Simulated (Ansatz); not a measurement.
**A sublattice moved along a line in TeAs**

The calculation used DFT LDA, scalar-relativistic, plane waves, PAW in Ansatz 0.2.0. Cutoff 420 eV, Γ-centred 14×14×14 k-points, Gaussian smearing of 0.15 eV. No spin polarisation. Energies are free energies at this smearing, counted from the undisturbed cell; pressure is positive in compression.

The starting cell (as given, not relaxed at this level; it stands at -4.1 GPa, and it needn't be the usual structure):

```
Te As
1.0
     0.00000    2.96767    2.96767
     2.96767    0.00000    2.96767
     2.96767    2.96767    0.00000
Te As
1 1
Cartesian
  2.9677 2.9677 2.9677
  0.0000 0.0000 0.0000
```

Every Te atom is moved by x along the Cartesian unit vector (0.000, 0.000, -1.000); the cell and all other atoms stay fixed. The cell is metallic on the mesh throughout.

**Question.** Over the sampled range (-0.5000 to 0.3750), is the undisturbed cell the lowest point?

**Answer.** Yes, every other sampled point lies higher.

The scan:

```
  x (Å)  ΔE (meV/cell)
-0.5000          385.6
-0.2500           84.1
 0.0000            0.0
 0.3750          197.5
```